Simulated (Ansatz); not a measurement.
CoSi:
```xyz
8
Lattice="4.3829 0.0000 0.0000 0.0000 4.3829 0.0000 0.0000 0.0000 4.3829" Properties=species:S:1:pos:R:3 pbc="T T T"
Co     0.6384     0.6384     0.6384
Co     2.8298     1.5531     3.7446
Co     3.7446     2.8298     1.5531
Co     1.5531     3.7446     2.8298
Si     3.6977     3.6977     3.6977
Si     1.5063     2.8767     0.6852
Si     0.6852     1.5063     2.8767
Si     2.8767     0.6852     1.5063
```

Relaxed with r²SCAN. Special points in fractions of this cell's reciprocal vectors: Γ (0.000, 0.000, 0.000); X (0.000, 0.500, 0.000); M (0.500, 0.500, 0.000); R (0.500, 0.500, 0.500); X1 (0.500, 0.000, 0.000).

List the band energies nearest the Fermi level at these points for r²SCAN (plane waves, PAW; program Ansatz).

In eV from the Fermi level; about four levels below and three above (degenerate sets whole), none deeper than 8.9 eV; points with the same levels are listed once.

```csv
k,below,above
Γ,-1.02 -1.02 -1.02 -0.87 -0.87,0.01 0.01 0.01
X,-0.72 -0.72 -0.51 -0.51,1.10 1.10 1.73 1.73
M,-1.11 -1.11 -0.04 -0.04,0.69 0.69 2.30 2.30
R,-0.20 -0.20 -0.20 -0.20,6.07 6.07 6.07 6.07
```

Space group P2_13. The cell was relaxed with r²SCAN under the symmetry of its start. The workflow began spin-polarised and lost its moments.

Potentials: the later of the program's two PAW sets.
